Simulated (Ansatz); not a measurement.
**Computed properties of AsP**

```
CELL_PARAMETERS angstrom
3.51698 0.00000 0.00000
-1.75849 3.04580 0.00000
0.00000 0.00000 6.51978
ATOMIC_POSITIONS crystal
As 0.00000 0.00000 0.00000
As 0.00000 0.00000 0.50000
P 0.33333 0.66667 0.25000
P 0.66667 0.33333 0.75000
```

Atom numbers follow the list: As1, As2, P3, P4.

The structure comes from a relaxation in the same program, started in the NiAs type, and has space group P6_3/mmc. Whether it is a known phase or the ground state wasn't checked.

Methods: DFT, PBEsol, all-electron LAPW, scalar-relativistic (Ansatz 0.2.0); DFT, PBEsol, PAW with Ansatz's default frozen-core files, scalar-relativistic (Ansatz 0.2.0).

For LAPW: a Γ-centred 12×12×7 k mesh, Fermi–Dirac smearing of 0.05 eV, basis error target 0.5 meV/atom, no spin polarisation. PAW takes a cutoff of 420 eV at this cell (files made with PBE, cores remade for this functional). The Ansatz runs share mesh, smearing and spin set-up. Values come from LAPW unless marked.

- Pressure at this cell: 0.02 GPa
- Volume per atom: 17.46 Å³

Löwdin charges (with 0.24 e of the cell spilling out of the atomic basis, so their sizes and signs hang on that basis): what does the calculation give?

As1 0.17, P3 -0.05 e.

Give the computed value. Band gap.

none: bands cross the Fermi level, a metal.

Give the computed value. Bader charges (from the PAW run).

As1 +0.27, P3 -0.27 e.

Give the computed value. Density of states at the Fermi level (0.2 eV bin).

1.62 states/eV per cell.
